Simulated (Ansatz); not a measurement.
Consider the following.

BaTiO₃:
```cif
data_Ba2O6Ti2
_chemical_formula_sum 'Ba2 Ti2 O6'
_space_group_name_H-M_alt 'Amm2'
_space_group_IT_number 38
_space_group_name_Hall 'A 2 -2'
_cell_length_a 3.92410
_cell_length_b 5.58822
_cell_length_c 5.59828
_cell_angle_alpha 90.000
_cell_angle_beta 90.000
_cell_angle_gamma 90.000
loop_
_atom_site_label
_atom_site_type_symbol
_atom_site_symmetry_multiplicity
_atom_site_Wyckoff_symbol
_atom_site_fract_x
_atom_site_fract_y
_atom_site_fract_z
_atom_site_occupancy
Ba1 Ba 2 a 0.00000 0.00000 0.99831 1
Ti1 Ti 2 b 0.50000 0.50000 0.98830 1
O1 O 4 e 0.50000 0.24722 0.26172 1
O2 O 2 a 0.00000 0.00000 0.51006 1
```
(The calculation used a cell of 5 atoms; values per cell refer to that cell.)

This is the LDA-relaxed structure.

All from DFT-LDA in the program Ansatz with PAW potentials, unless another level is named. Give the highest zone-centre frequency (without LO–TO term).

510 cm⁻¹.

Give the bulk modulus (Birch–Murnaghan fit).

149 GPa.

This is a known low-temperature phase of the composition, computed here at zero pressure and temperature. Symmetry was held in the LDA relaxation. At this level the phase is dynamically unstable (imaginary phonons). The run is not spin-polarised. Scalar-relativistic: spin–orbit coupling is off unless named, which matters more the heavier the elements.

Potentials: the earlier of the program's two PAW sets. The files were generated under PBE; for other functionals the program regenerates the frozen cores, and for LDA and PBEsol the local potential too.
